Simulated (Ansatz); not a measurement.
Trial structure of La₂HfO₂, not yet relaxed:

```xyz
5
Lattice="5.0178 0.0000 0.0000 -2.5089 4.3455 0.0000 0.0000 0.0000 4.5879" Properties=species:S:1:pos:R:3 pbc="T T T"
La    0.0000    2.8970    1.2642
La    2.5089    1.4485    3.3237
Hf    0.0000    0.0000    0.0000
O     0.0000    0.0000    1.7355
O     0.0000    0.0000    2.8524
```

Method: DFT PBE, scalar-relativistic, plane waves, PAW in Ansatz. Plane waves to 420 eV, a k mesh through Γ of 6×6×4 on the computed 5-atom cell and Gaussian smearing (0.10 eV); no spin polarisation.

The zero of energy is the elements' standard structures at the same level (O₂ as a molecule); no fitted shifts are applied.

Q: What does a single point on this coarse mesh give?

A: The pressure is 39.2 GPa (the mean over three directions, positive in compression), the largest force is 10.05 eV/Å, and the energy is +0.56 eV/atom against the elements. The shortest distance is 1.12 Å.

Q: Is it a good guess?

A: A poor one: relaxing gains about 2.5 eV/atom (the start's value is from the coarse mesh, so the gain is rough) in 41 ionic steps and ends at −1.99 eV/atom on the finer mesh. The symmetry stays P-3m1 (No. 164). The volume per atom grows by 25.4 %, from 20.0 to 25.1 Å³. The shortest distance goes from 1.12 Å (O–O) to 2.06 Å (Hf–O). The ratio c/a of the conventional cell changes by a factor of 2.52. Conventional cell: a = 3.978 Å, c = 9.157 Å. La has 3 O at 2.39 Å and 3 Hf at 3.57 Å; around Hf lie 2 O at 2.06 Å and 6 La at 3.57 Å; around O lie 1 Hf at 2.06 Å and 3 La at 2.39 Å.

The last run used a 12×12×4 mesh (in the run's order of axes) for its 5-atom cell and Gaussian smearing of 0.10 eV. Spin–orbit coupling, which can matter for Hf, is left out. The relaxation can't lower the symmetry of the start, and the grade says only how near the guess is to its own end. Symmetry constrained the relaxation, so the result can be a saddle point. Another cell of La2HfO2 relaxed alike, in Cmmm, lies 49 meV/atom lower, so this cell isn't the stable form at this level.
